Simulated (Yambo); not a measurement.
Yambo run on Li4WO5 (space group I4, No. 79). The wavefunctions come from this Quantum ESPRESSO step (PBEsol, PseudoDojo standard norm-conserving files, scalar-relativistic):

```
&CONTROL
  calculation = 'nscf'
  pseudo_dir = './pseudo'
  outdir = './out'
/
&SYSTEM
  ibrav = 0
  nat = 10
  ntyp = 3
  ecutwfc = 84.0
  ecutrho = 336.0
  occupations = 'fixed'
  force_symmorphic = .true.
  nbnd = 108
/
&ELECTRONS
  conv_thr = 1e-08
  diago_full_acc = .true.
  diago_thr_init = 1e-08
/
ATOMIC_SPECIES
Li 6.9400 Li.upf
O 15.9990 O.upf
W 183.8400 W.upf
CELL_PARAMETERS angstrom
 -3.269745000000   3.269745000000   2.052830000000
  3.269745000000  -3.269745000000   2.052830000000
  3.269745000000   3.269745000000  -2.052830000000
ATOMIC_POSITIONS crystal
Li   0.185210000000   0.400190000000   0.583180000000
Li   0.602030000000   0.185210000000   0.785020000000
Li   0.817010000000   0.602030000000   0.416820000000
Li   0.400190000000   0.817010000000   0.214980000000
O   0.715780000000   0.901880000000   0.636680000000
O   0.079100000000   0.715780000000   0.813900000000
O   0.265200000000   0.079100000000   0.363320000000
O   0.901880000000   0.265200000000   0.186100000000
O   0.491110000000   0.491110000000   0.000000000000
W   0.039900000000   0.039900000000   0.000000000000
K_POINTS automatic
4 4 4 0 0 0
```

Yambo input:

```
rim_cut
gw0
dyson
el_el_corr
HF_and_locXC
ppa
em1d
RandQpts= 1000000
RandGvec= 1 Ry
EXXRLvcs= 84 Ry
VXCRLvcs= 336 Ry
Chimod= "HARTREE"
% BndsRnXp
 6 | 106 |
%
NGsBlkXp= 6 Ry
% LongDrXp
 1.0 | 1.0 | 1.0 |
%
PPAPntXp= 27.2114 eV
% GbndRnge
 1 | 106 |
%
GTermKind= "BG"
DysSolver= "n"
ExtendOut
% QPkrange
 1 | 1 | 28 | 29 |
 3 | 3 | 28 | 29 |
 6 | 6 | 28 | 29 |
 8 | 8 | 28 | 29 |
 11 | 11 | 28 | 29 |
 13 | 13 | 28 | 29 |
%
```

k points by index: 1 = Γ, 3 = X, 6 = N, 8 = P, 11 = (0.25, -0.25, 0.25), 13 = M.

Table of the .qp output:

```
#    K-point    Band    Eo [eV]    E [eV]    E-Eo [eV]    Vxc [eV]    Vnlxc [eV]    Sc|Eo [eV]    Sc|E [eV]    dSc/dw|Eo [eV]    Re(Z)    Im(Z)
#
    1    28    -0.072084    -0.735951    -0.663867    -19.89443    -25.18796    4.449591    4.629659    -7.379481    0.786662    -0.001250
    1    29    3.552702    5.149758    1.597055    -18.20120    -12.95819    -3.275874    -3.645959    -6.305302    0.811874    -0.001201
    3    28    -0.125549    -0.820545    -0.694996    -19.26166    -24.77635    4.626778    4.819696    -7.551953    0.782759    -0.001293
    3    29    3.229314    4.749133    1.519819    -17.48574    -12.40347    -3.220976    -3.562452    -6.113546    0.816546    -0.001153
    6    28    -0.171493    -0.842051    -0.670557    -19.49812    -24.87077    4.517098    4.702097    -7.505915    0.783797    -0.001283
    6    29    4.081074    5.707866    1.626792    -18.04574    -12.47470    -3.573794    -3.944247    -6.196155    0.814526    -0.001240
    8    28    -0.187642    -0.895577    -0.707934    -19.13858    -24.67732    4.634287    4.830811    -7.552549    0.782745    -0.001298
    8    29    4.318797    5.983674    1.664876    -18.57908    -13.14312    -3.383141    -3.771088    -6.340349    0.811026    -0.001266
    11    28    0.000000    -0.672304    -0.672304    -19.59657    -25.06140    4.606642    4.792533    -7.522451    0.783424    -0.001281
    11    29    3.338377    4.871228    1.532851    -17.68268    -12.57468    -3.227727    -3.575146    -6.167058    0.815237    -0.001165
    13    28    -0.092549    -0.790957    -0.698408    -19.22026    -24.74865    4.636245    4.829980    -7.546864    0.782873    -0.001294
    13    29    3.457357    5.009336    1.551979    -18.11002    -13.10154    -3.096743    -3.456500    -6.307378    0.811824    -0.001184
```
(The two width columns are left out.) Convergence of these settings isn't established.

Spin-orbit coupling is not included.

Geometry of the Materials Project entry, not relaxed at this level.

The structure is a Materials Project entry; no match was found in the copy of COD used, and its stability was not checked.
